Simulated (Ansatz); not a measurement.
Here is the system:

Mg:
```
CELL_PARAMETERS angstrom
      5.07312     0.00000     0.00000
     -2.53656     4.39345     0.00000
      0.00000     0.00000     3.07694
ATOMIC_POSITIONS crystal
  Mg 0.00000 0.00000 0.00000
  Mg 0.33333 0.66667 0.50000
  Mg 0.66667 0.33333 0.50000
```

This is the r²SCAN-relaxed structure. Tensor components refer to the Cartesian frame of this cell.

### Question
All from r²SCAN (plane waves, PAW; program Ansatz), unless another level is named. Predict the Poisson's ratio.

### Answer
0.32.

### Question
And the elastic constants (relaxed ions, GPa)?

### Answer
C11 = 70.0, C12 = 33.3, C13 = 12.2, C33 = 84.7, C44 = 8.0.

Space group P6/mmm. A made-up cell: these elements were put on the sites of a structure type; the Crystallography Open Database copy checked does not list it. It is not the phase usual at ambient conditions (space group No. 194). The r²SCAN relaxation kept the symmetry of its start; whether a distortion lowers the energy is not shown. As this level gives no gap, shear constants depend on the k-mesh and smearing (Fermi–Dirac, 0.1 eV here).

Potentials: the earlier of the program's two PAW sets.
